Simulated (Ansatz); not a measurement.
CdSe (wurtzite)

```yaml
crystal:
  lattice:
    - [4.38272, 0.00000, 0.00000]
    - [-2.19136, 3.79554, 0.00000]
    - [0.00000, 0.00000, 7.15447]
  atoms:
    - { symbol: Cd, position: [0.66667, 0.33333, 0.00047] }
    - { symbol: Cd, position: [0.33333, 0.66667, 0.50047] }
    - { symbol: Se, position: [0.66667, 0.33333, 0.62473] }
    - { symbol: Se, position: [0.33333, 0.66667, 0.12473] }
```

The slice is a (-1 1 0 2) plane (indices of the conventional cell) through the point (0.333, 0.667, 0.125) (fractional), spanned by u = [110] and v = [1 -1 1] in vectors of this cell: u (4.38 Å) and v (10.43 Å, at 90° to u). It covers one period; positions are fractions (u, v).

These are PBE (plane waves to 420 eV, PAW, scalar-relativistic; Ansatz, a program for electronic structure) values and carry that method's errors. k mesh 9×9×5. Near the nuclei the fields are pseudised (PAW); where an atom keeps semicore shells as valence, they peak there. CdSe was relaxed with its symmetry unable to fall.

Task: Sketch the valence electron density on this plane as a map.

Result: 
```
|8654444456|
|5544676445|
|3335888533|
|2235888532|
|1124676421|
|0023444320|
|0012232210|
|0011222110|
|0011222110|
|1111222111|
|2222333222|
|4333555333|
|4444676444|
|5544676445|
|5444454444|
|4433333334|
|3222111222|
|2111000111|
|1110000011|
|2211000112|
|4321000123|
|5542101245|
|8643212346|
|9854323458|
```
Scale: ten equal steps from -2.19 (start of '0') to 1.66 (end of '9'), in the order '0123456789'. Values: log₁₀ of the valence density in e/Å³. The map has 10 points along u (one character each, u = 0 at the left) and 24 along v (v = 0 in the bottom row). The scale is logarithmic, as a density can span decades between atoms and voids.
